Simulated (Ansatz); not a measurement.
Relaxed CsPbCl₃ (cubic perovskite):

```
CsPbCl3
1.0
    5.73565     0.00000     0.00000
    0.00000     5.73565     0.00000
    0.00000     0.00000     5.73565
Cs Pb Cl
1 1 3
Direct
  0.00000   0.00000   0.00000
  0.50000   0.50000   0.50000
  0.00000   0.50000   0.50000
  0.50000   0.50000   0.00000
  0.50000   0.00000   0.50000
```

Computed with PBE (plane waves to 420 eV, PAW, scalar-relativistic; Ansatz, a program for electronic structure). k mesh 5×5×5 (Γ-centred), Fermi-Dirac smearing 0.05 eV. CsPbCl3 was relaxed with its symmetry unable to fall. Spin-orbit coupling is left out, though Pb is heavy. The PAW data are Ansatz's earlier set. This is a high-temperature form of CsPbCl3.

One atom of the cell was then moved (with its periodic images), all else fixed, and the forces (eV/Å) came out as:

```json
[
 {"atom": "Cs1", "Fx": "-0.078", "Fy": "-0.078", "Fz": "0.000"},
 {"atom": "Pb2", "Fx": "1.095", "Fy": "1.095", "Fz": "0.000"},
 {"atom": "Cl3", "Fx": "-0.904", "Fy": "-0.027", "Fz": "0.000"},
 {"atom": "Cl4", "Fx": "-0.086", "Fy": "-0.086", "Fz": "0.000"},
 {"atom": "Cl5", "Fx": "-0.027", "Fy": "-0.904", "Fz": "0.000"}
]
```

### Question
Which atom was moved, and by which vector (Å)?

### Answer
Pb2, by (-0.32, -0.32, 0.00), 0.46 Å in all.

(A displaced cell: forces are minus the slopes of the energy, force constants its curvatures, and phonons follow from these.)
